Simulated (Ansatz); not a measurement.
CsBr:
```xyz
2
Lattice="4.3895 0.0000 0.0000 0.0000 4.3895 0.0000 0.0000 0.0000 4.3895" Properties=species:S:1:pos:R:3 pbc="T T T"
Cs     0.0000     0.0000     0.0000
Br     2.1947     2.1947     2.1947
```

Relaxed with PBE.

Question: Give the Bader charges and basin volumes of the independent atoms, PBE (plane waves, PAW; program Ansatz).

Answer: 

```csv
atom,Bader charge (e),Bader volume (Å³)
Cs1,+0.82,39.6
Br2,-0.82,45.0
```

Space group Pm-3m (CsCl type). The PBE relaxation kept the symmetry of its start. Spin–orbit coupling is left out wherever it is not named.

Potentials: the later of the program's two PAW sets.
